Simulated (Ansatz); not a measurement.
The start is a generated cell, PtSe2 placed in the AFLOW prototype AB2_hP9_180_d_j (C40, as in CrSi2). The cell and all atomic positions are relaxed at zero pressure with PBEsol (plane waves to 420 eV, PAW, scalar-relativistic; Ansatz, an electronic-structure program). The first steps use a coarse 5×5×3 k-mesh.

Starting cell:
```
PtSe2
1.0
    5.37535     0.00000     0.00000
   -2.68768     4.65519     0.00000
    0.00000     0.00000     7.73120
Pt Se
3 6
Direct
  0.50000   0.00000   0.00000
  0.50000   0.50000   0.33333
  0.00000   0.50000   0.66667
  0.16559   0.33118   0.00000
  0.83441   0.16559   0.33333
  0.66882   0.83441   0.66667
  0.83441   0.66882   0.00000
  0.16559   0.83441   0.33333
  0.33118   0.16559   0.66667
```

```yaml
initial_pressure: "-15 GPa (negative: the cell is under tension)"
largest_initial_force: about 0.3 eV/Å, on Se4, Se5, Se6, Se7, Se8, Se9 (atoms numbered as listed)
outcome: The space group stays P6₂22 (No. 180) (the run could not lower it), with 9 atoms in the primitive cell
volume_change: +14.8 %, from 21.50 to 24.68 Å³/atom
optimiser_moves: 19
```

Final structure:

```cif
data_Pt3Se6
_chemical_formula_sum 'Pt3 Se6'
_space_group_name_H-M_alt 'P6222'
_space_group_IT_number 180
_space_group_name_Hall 'P 62 2 (0 0 4)'
_cell_length_a 5.94544
_cell_length_b 5.94544
_cell_length_c 7.25732
_cell_angle_alpha 90.000
_cell_angle_beta 90.000
_cell_angle_gamma 120.000
loop_
_atom_site_label
_atom_site_type_symbol
_atom_site_symmetry_multiplicity
_atom_site_Wyckoff_symbol
_atom_site_fract_x
_atom_site_fract_y
_atom_site_fract_z
_atom_site_occupancy
Pt1 Pt 3 c 0.50000 0.00000 0.00000 1
Se1 Se 6 i 0.26748 0.53496 0.00000 1
```

Final values are on a 9×9×7 k-mesh of the relaxed cell. No spin polarisation in the result.

The run could not lower the symmetry of its start; a shaken copy of this end point relaxes with PBEsol to P-3m1 (No. 164), 0.69 eV/atom lower.

The relaxed structure here is a generated cell of PtSe2: the first start was made by placing the elements on the sites of a structure type, and the end was not matched to a known phase here, so it may be hypothetical. Known forms of PtSe2 include space group No. 164.
